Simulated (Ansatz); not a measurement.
Trial structures of SmIn2As3: starts and ends

All numbers below come from Ansatz 0.2.0, DFT PBE, scalar-relativistic, plane waves, PAW, and for the lanthanide a 4f-in-core norm-conserving potential. Settings: cutoff 690 eV, Γ-centred meshes spaced at most about 0.3 Å⁻¹, and about 0.25 Å⁻¹ or finer for metals (2π included), Gaussian smearing. No spin polarisation in the final relaxations.

Each guess was relaxed in cell and atoms at zero pressure, within the symmetry of its start. Temperature and zero-point effects are left out. Coordination counts As atoms around In and Sm (those within 1.25 times the shortest such distance or 1.15 times the sum of covalent radii, 1.27 where that leaves under three; the shortest distance is added where it exceeds 1.18 times the sum of covalent radii).

```csv
guess,made from,start group,V start (Å³/atom),end group,V end (Å³/atom),coordination at the end,gap on mesh (eV),E over the lowest end (meV/atom)
1,CaSm2S3 type,P-3m1,22.9,P-3m1,24.7,"Sm 6, In 6",0,0
2,random cell,I4/mmm,28.7,I4/mmm,33.7,"Sm 2, In 2 from 3.2 Å",0,876
3,YSi2Ru3 type,P6/mmm,26.0,?,?,?,?,?
4,random cell,P6/mmm,29.3,P6/mmm,27.9,"Sm 6, In 6 from 3.2 Å",0,304
```

Guess 3 as it starts:

Space group P6/mmm (No. 191). a = 6.511 Å, b = 6.511 Å, c = 4.247 Å, α = 90.00°, β = 90.00°, γ = 120.00°
```json
{"atom": "Sm", "site": "1a", "symmetry": "6/mmm", "x": "0.0000", "y": "0.0000", "z": "0.0000"}
{"atom": "In", "site": "2c", "symmetry": "-6m2", "x": "0.6667", "y": "0.3333", "z": "0.0000"}
{"atom": "As", "site": "3g", "symmetry": "mmm", "x": "0.5000", "y": "0.5000", "z": "0.5000"}
```

**Question.** Fill in the missing row: what does this guess relax into, and where does it rank?

**Answer.** It ends in space group P6/mmm (No. 191), with a = 5.772 Å, c = 5.212 Å, 25.1 Å³/atom and no gap. It lies 0.50 eV/atom over the lowest end, above guess 4 and below guess 2. Counting As atoms around In and Sm, this end has Sm 12 from 3.9 Å, In 6 from 3.1 Å and the lowest (guess 1) has Sm 6, In 6.

```yaml
crystal:
  lattice:
    - [5.77204, 0.00000, 0.00000]
    - [-2.88602, 4.99873, 0.00000]
    - [0.00000, 0.00000, 5.21217]
  atoms:
    - { symbol: Sm, position: [0.00000, 0.00000, 0.00000] }
    - { symbol: In, position: [0.66667, 0.33333, 0.00000] }
    - { symbol: In, position: [0.33333, 0.66667, 0.00000] }
    - { symbol: As, position: [0.50000, 0.50000, 0.50000] }
    - { symbol: As, position: [0.50000, 0.00000, 0.50000] }
    - { symbol: As, position: [0.00000, 0.50000, 0.50000] }
```

The zero of energy is the elements' standard structures at the same level; no fitted shifts are applied.

**Question.** Is the lowest end bound against the elements?

**Answer.** Yes: its formation energy is −0.46 eV/atom. It lies below the elements, which doesn't yet make it stable against other compounds or structures.

The reference form of As is held partly by dispersion forces, which this level lacks. Cells relaxed within their symmetry can be saddle points. A lower structure may well exist outside this small set. Some structure types and database cells were kept out of the candidates from the start, so a known form may be missing.

The lanthanide is trivalent by construction, without f bands, f moments or other valences. The reference runs of the other elements, and any phases without the lanthanide, used 420 eV, which shifts energies against them by under 10 meV/atom. The lanthanide's reference is the lowest of its hcp, dhcp and fcc cells.
